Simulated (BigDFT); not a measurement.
A self-consistent single point of the molecule C4H6GeOS.

SMILES: c1c[c]([GeH3])c(S)o1
```xyz
13

S     -0.2789     2.4630    -0.7683
C     -0.8139     0.7971    -0.3504
O     -2.0399     0.3319    -0.2834
C     -1.9993    -0.9362     0.0554
C     -0.6991    -1.3524     0.2259
C      0.0672    -0.2219    -0.0391
Ge     2.0020    -0.1346     0.0270
H     -0.4174     3.2290     0.4166
H     -2.8627    -1.6029     0.1927
H     -0.3319    -2.3502     0.5079
H      2.3940     0.9580     1.0531
H      2.4424     0.3447    -1.3964
H      2.5376    -1.5257     0.3590
```
Charge 0, spin multiplicity 1.

Method: PBE+D3 (zero damping), Daubechies wavelet basis, HGH (Krack) norm-conserving potentials made for PBE, isolated boundary conditions run with BigDFT.

BigDFT settings:

- basis = Daubechies wavelets
- dft.hgrids = 0.33 bohr
- dft.rmult = 5 8
- dft.ixc = PBE
- dft.dispersion = 5
- potentials = built-in HGH-K PBE
- boundary_conditions = free
- dft.gnrm_cv = 1e-04
- dft.itermax = 80
- dft.idsx = 6
- dft.nrepmax = 3

Results:

* **Number of valence electrons**: 38
* **Number of orbitals**: 19
* **Size of the basis**: 252760
* **Number of SCF iterations**: 19
* **Grid steps along x, y, z**: 77 × 76 × 58
* **Total energy**: -1534.3020 eV
* **Largest force (vector length)**: 3.654 eV/Å
* **Dispersion energy**: -0.138 eV
* **Dipole moment**: 1.63 D
* **Highest occupied level**: -5.74 eV

Forces (eV/Å):
```tsv
atom	Fx	Fy	Fz
S1	-0.809	-0.172	0.508
C2	3.335	1.457	0.324
O3	-3.251	1.541	-0.442
C4	0.213	-3.269	0.864
C5	-0.515	-0.815	0.123
C6	1.420	0.591	-0.053
Ge7	-0.095	0.827	-0.525
H8	-0.096	-1.034	-0.762
H9	-0.225	1.015	-0.319
H10	-0.318	0.406	-0.138
H11	0.114	-0.266	-0.069
H12	0.128	-0.224	0.411
H13	0.099	-0.058	0.078
```

For comparison: a first run (DFT, PBE, Daubechies wavelet basis, HGH (Krack) norm-conserving potentials made for PBE, isolated boundary conditions) was changed to give this one (dft.dispersion: default → 5), and from it to this one the largest force goes from 3.635 to 3.654 eV/Å.

The grid can part forces that symmetry would make equal. Forces above 1 eV/Å remain at this geometry. The geometry comes from a cheaper method or was typed, in some cases with atoms then moved at random; it is not relaxed at this level, and the species need not be a known compound. A coarse multiplier of 5 or less cuts the tails of heavy atoms' orbitals, which raises levels.

These are the values that this program gave, and no reference: the built-in potentials of some of these elements keep semicore shells in the core, which can shift energies, forces and lattice constants.

Cost on one core: very roughly 4 core-minutes.
